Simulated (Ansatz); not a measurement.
## Mg (P6_3/mmc): from strained cells to moduli

```
Mg
1.0
     3.18164    0.00000    0.00000
    -1.59082    2.75538    0.00000
     0.00000    0.00000    5.13949
Mg
2
Direct
  0.33333 0.66667 0.25000
  0.66667 0.33333 0.75000
```

Conventional cell: a = 3.182 Å, b = 3.182 Å, c = 5.139 Å, α = 90.00°, β = 90.00°, γ = 120.00°. Mg (atom 1) has 12 Mg at 3.16 to 3.18 Å as nearest neighbours.

Computed, not measured; unless marked otherwise by PBEsol, all-electron LAPW in Ansatz 0.2.0, scalar-relativistic. k mesh 16×16×8, strains of ±0.003, Fermi-Dirac smearing of 0.100 eV, basis error target 1 meV/atom. The cell was relaxed by PAW under this functional.

The cell is hexagonal and carries a residual pressure of 0.00 GPa at this level. Each strain component that symmetry leaves independent is applied at ±0.003 and ±0.006, the ions relax wherever a strain frees them, and the stress (tension positive, GPa) is read. Shears are engineering strains, γ = 2ε.

| strain | size | σxx | σyy | σzz | σyz | σxz | σxy |
| --- | --- | --- | --- | --- | --- | --- | --- |
| xx | -0.006 | -0.3758 | -0.2151 | -0.0928 | 0.0000 | 0.0000 | 0.0000 |
| xx | -0.003 | -0.1974 | -0.1186 | -0.0206 | 0.0000 | 0.0000 | 0.0000 |
| xx | +0.003 | 0.1476 | 0.0719 | 0.1184 | 0.0000 | 0.0000 | 0.0000 |
| xx | +0.006 | 0.3146 | 0.1660 | 0.1851 | 0.0000 | 0.0000 | 0.0000 |
| zz | -0.006 | -0.1592 | -0.1592 | -0.3572 | 0.0000 | 0.0000 | 0.0000 |
| zz | -0.003 | -0.0919 | -0.0919 | -0.1482 | 0.0000 | 0.0000 | 0.0000 |
| zz | +0.003 | 0.0476 | 0.0476 | 0.2367 | 0.0000 | 0.0000 | 0.0000 |
| zz | +0.006 | 0.1199 | 0.1199 | 0.4127 | 0.0000 | 0.0000 | 0.0000 |
| yz | -0.006 | -0.0242 | -0.0242 | 0.0486 | -0.1066 | 0.0000 | 0.0000 |
| yz | -0.003 | -0.0231 | -0.0234 | 0.0495 | -0.0533 | 0.0000 | 0.0000 |
| yz | +0.003 | -0.0232 | -0.0234 | 0.0495 | 0.0533 | 0.0000 | 0.0000 |
| yz | +0.006 | -0.0242 | -0.0242 | 0.0486 | 0.1066 | 0.0000 | 0.0000 |

The slope is [8(σ(+δ) − σ(−δ)) − (σ(+2δ) − σ(−2δ))]/(12δ), and the program imposes the crystal's symmetry on the matrix.

Q: What are the independent elastic constants?

A: C11 = 57.5, C12 = 31.8, C13 = 23.2, C33 = 64.1, C44 = 17.8 GPa.

Q: Is the crystal stable against homogeneous strain?

A: The least eigenvalue of the 6×6 matrix is 12.9 GPa, so yes.

Q: What moduli does a random aggregate of grains have?

A: Voigt and Reuss bounds: B from 37.3 to 37.3 and G from 15.8 to 16.4 GPa; their means are B = 37.3 and G = 16.1 GPa. Then E = 9BG/(3B + G) = 42.3 GPa, ν = (3B − 2G)/(6B + 2G) = 0.311 and B/G = 2.31, on the ductile side of Pugh's 1.75 (a rule of thumb).

Q: With the density of 1.792 g/cm³, how fast does sound travel, and what Debye temperature follows?

A: 

```json
{"direction": "x", "slow (m/s)": "2681", "middle (m/s)": "3149", "fast (m/s)": "5666"}
{"direction": "y", "slow (m/s)": "2681", "middle (m/s)": "3149", "fast (m/s)": "5666"}
{"direction": "z", "slow (m/s)": "3149", "middle (m/s)": "3149", "fast (m/s)": "5983"}
```

The mean of v⁻³ over directions and branches gives v_m = 3345 m/s and θ_D = (ħ/k_B) v_m (6π²n)^(1/3) = 353 K, n being atoms per volume. Young's modulus spans 38 to 52 GPa over directions, and the universal anisotropy index is 0.19.

Q: How far do the constants move if PAW replaces LAPW in the same cell?

A: 

| constant | LAPW (GPa) | PAW (GPa) | difference |
| --- | --- | --- | --- |
| C11 | 57.5 | 57.5 | 0.0 |
| C12 | 31.8 | 31.8 | 0.0 |
| C13 | 23.2 | 23.3 | 0.1 |
| C33 | 64.1 | 64.1 | 0.0 |
| C44 | 17.8 | 17.7 | -0.1 |

Known limits: responses of metals move with mesh and smearing; elastic stability says nothing of phonons or of other phases; the frozen-core PAW files of the compared runs were fitted under PBE, their cores solved anew for this functional.
